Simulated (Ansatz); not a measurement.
# Calculated quadrupolar parameters for Si2Mo under strain

The cell is an entry of the Crystallography Open Database (COD), relaxed with PBE at fixed cell and then changed (z compressed by 2 %, ions relaxed).

```
Si Mo
1.0
    -1.60000    1.60000    3.85189
     1.60000   -1.60000    3.85189
     1.60000    1.60000   -3.85189
Si Mo
2 1
Direct
  0.33466 0.33466 0.00000
  0.66534 0.66534 0.00000
  0.00000 0.00000 0.00000
```

Atom numbers follow the list; atoms alike are taken as one site, whose name carries the number of the first.

Level of theory: DFT, PBE, plane waves and PAW, scalar-relativistic, 420 eV cutoff, Γ-centred 20×20×20 k-points, Fermi–Dirac smearing 0.05 eV (Ansatz 0.2.0).

V_zz is the principal component of the electric field gradient with the largest magnitude, η = (V_xx − V_yy)/V_zz and C_Q = eQV_zz/h.

Mo-97: I = 5/2, Q = 255.0 mb. Nuclear quadrupole moments: year-2017 set (Pyykkö).

```tsv
site	atoms (order as listed)	first shell	V_xx, V_yy, V_zz (10²¹ V/m²)	η	C_Q (MHz)
Si	1, 2	1 Si at 2.55 Å, 5 Mo at 2.58–2.60 Å; also 4 Si at 2.61 Å	0.76, 0.76, -1.51	0.00	–
Mo	3	10 Si at 2.58–2.60 Å	4.26, 4.26, -8.52	0.00	-52.5
```

An axis of threefold or higher order runs through Si and Mo, so V_zz lies along it and η is zero.

Si has no stable isotope with a ground-state quadrupole moment in the table, so no C_Q is given.

With no gap above 0.1 eV, as in a metal, the gradients converge slowly in k; expect changes of a tenth or more on a denser mesh. Without spin–orbit coupling (the program notes it for Mo) the gradients can shift somewhat, as the gap is small. At this changed cell the PBE pressure is 8 GPa.
